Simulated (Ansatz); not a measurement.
# SiI$_{2}$: input and output

Input file of Ansatz 0.2.0:

```yaml
crystal:
  lattice:
    - [0.0, 0.0, 6.781382]
    - [5.829277, -3.39802, 3.390691]
    - [5.829277, 3.39802, -3.390691]
  atoms:
    - { symbol: I, position: [0.2088, 0.9094, 0.327] }
    - { symbol: I, position: [0.7912, 0.0906, 0.673] }
    - { symbol: I, position: [0.2912, 0.327, 0.9094] }
    - { symbol: I, position: [0.7088, 0.673, 0.0906] }
    - { symbol: Si, position: [0.25, 0.0, 0.0] }
    - { symbol: Si, position: [0.75, 0.0, 0.0] }
  symmetry: { tolerance: 0.0003 }
kpoints:
  mp_grid: { grid: [5, 5, 5], shift: [0, 0, 0] }
  band_path:
    path:
      - [0.0, 0.0, 0.0]
      - [-0.5, 0.0, 0.0]
      - [-0.5, -0.25, -0.25]
      - [-0.5, -0.5, 0.0]
      - [0.0, 0.0, 0.0]
      - [0.0, 0.0, -0.5]
      - [-0.5, -0.25, -0.25]
    npoints: 8
magnetization:
  spin_polarized: false
scf:
  occupations: { method: methfessel_paxton, width: 0.2449 }
  lower_state_search: "off"
  max_iter: 200
hamiltonian:
  pseudopotentials: { kind: paw }
  xc: lda
basis:
  ecutwfc: 420
  fft_grid_basis: typed
output:
  forces: true
  stress: true
  eigenvalues: true
  bader: true
  populations: true
  elf: true
  write_potential: true
  volumetric_format: npy
  dos:
    e_range: [-12, 8]
    de: 0.05
    projected: { site_lists: { I: [I], Si: [Si] } }
checkpoint:
  read: saved_state
```

The saved state is an earlier solution for the same cell, perhaps on another mesh. 

Parts of the output:

```
Pseudopotentials: kind: paw
Pseudopotential: I, paw, valence charge 17, recommended cutoff 420 eV (normal), I.paw.azcp
Pseudopotential: Si, paw, valence charge 4, recommended cutoff 420 eV (normal), Si.paw.azcp
Functional definition: SPW92
  exchange = slater_x
  correlation = pw_c
Crystal: 6 atoms, lattice volume = 268.651 Å³
Basis set: ecut = 420 eV, 5287 PW (Γ)
Bands: 46, of which v1, the nominal top of the filled ones, is band 38 counted from 1 (37 counted from 0)
Symmetry: 8 space group operations
Space group: Ibam (ITA 72), of the structure as read, at distance tolerance 1.9e-3 Å
k-points: 27 of 125
Initial density: read from a saved state, or passed on in memory by an earlier SCF of this step, an earlier step, the calling program or the single point that the run made first
Functional: x = slater, c = lda
SCF iter   1: F=—  Δρ=4.33e-4  dr2=6.57e-4
SCF iter   2: F=—  S|Δr|=    0.00e0  Δρ=2.26e-4  dr2=1.92e-4
SCF iter   3: F=—  S|Δr|=    0.00e0  Δρ=5.10e-5  dr2=1.57e-5
SCF iter   4: F=—  S|Δr|=    0.00e0  Δρ=1.55e-5  dr2=8.08e-7
SCF iter   5: F=-30638.6129 eV  S|Δr|=    0.00e0  Δρ=4.07e-6  dr2=6.29e-8
Free energy (F): -30638.6129 eV
Harris-Foulkes:  -30638.6129 eV  (|F-HF|=2.77e-9)
Internal energy: -30638.6164 eV  (E = F + TS)
E sigma→0 (E₀):  -30638.6138 eV
Entropy (-TS):   0.0035 eV (0.580 meV/atom)
Fermi energy:    4.6769 eV
Step filling:    the computed levels leave a gap of 0.6996 eV = 2.9 smearing widths at the electron count; against every level under it full and every level over it empty, smearing changes F+E_penalty+E_count by +0.458 meV and its σ→0 estimate by -0.411 meV
--- Forces (eV/Å), atoms counted from 1 ---
  atom   1  I      1.2102     1.2032     0.0000
  atom   2  I     -1.2102    -1.2032     0.0000
  atom   3  I      1.2102    -1.2032     0.0000
  atom   4  I     -1.2102     1.2032     0.0000
  atom   5  Si     0.0000     0.0000     0.0000
  atom   6  Si     0.0000     0.0000     0.0000
--- Stress (GPa, compression-positive) ---
        3.1378       0.0000       0.0000
        0.0000       3.3585       0.0000
        0.0000       0.0000       6.4434
  P = ⅓ Tr σ = 4.3132 GPa (43.132 kbar)
--- Bader charges: 6 sites ---
  site symbol  charge [e]  shift [e]
     0      I     -0.3570     0.0006
     1      I     -0.3570     0.0006
     2      I     -0.3570     0.0006
     3      I     -0.3570     0.0006
     4     Si      0.7140     0.0012
     5     Si      0.7140     0.0012
```

Origin: a known structure type with other elements, at an estimated volume, so it need not be a known compound. Caveats: atoms or cell far from equilibrium; wide smearing.
